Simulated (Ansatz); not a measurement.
# A sublattice moved along a line in ZrS

These are results of Ansatz 0.2.0, DFT r2SCAN, scalar-relativistic, plane waves, PAW, not measurements. Settings: plane waves to 500 eV, k-mesh 16×16×16 (Γ-centred), Gaussian smearing 0.15 eV. No spin polarisation. Energies are free energies at this smearing, counted from the undisturbed cell; pressure is positive in compression.

Reference structure (as given, not relaxed at this level; it stands at -2.0 GPa, and it needn't be the usual structure):

```yaml
crystal:
  lattice:
    - [0.00000, 2.62500, 2.62500]
    - [2.62500, 0.00000, 2.62500]
    - [2.62500, 2.62500, 0.00000]
  atoms:
    - { symbol: Zr, position: [0.00000, 0.00000, 0.00000] }
    - { symbol: S, position: [0.50000, 0.50000, 0.50000] }
```

Every Zr atom is moved by x along the Cartesian unit vector (0.000, 0.000, -1.000); the cell and all other atoms stay fixed. The cell is metallic on the mesh throughout.

```tsv
x (Å)	ΔE (meV/cell)	force along x on the moved atoms (eV/Å)
-0.5000	1163.0	6.93
-0.2500	182.8	1.77
0.0000	0.0	0.00
0.0625	9.1	-0.30
0.1250	38.5	-0.66
0.1875	93.2	-1.12
0.3125	317.9	-2.59
0.3750	513.6	-3.72
0.4375	788.5	-5.13
```

By symmetry 0.5000 repeats -0.5000, -0.3750 repeats 0.3750, 0.2500 repeats -0.2500, -0.1250 repeats 0.1250 in energy, with the opposite slope along the path.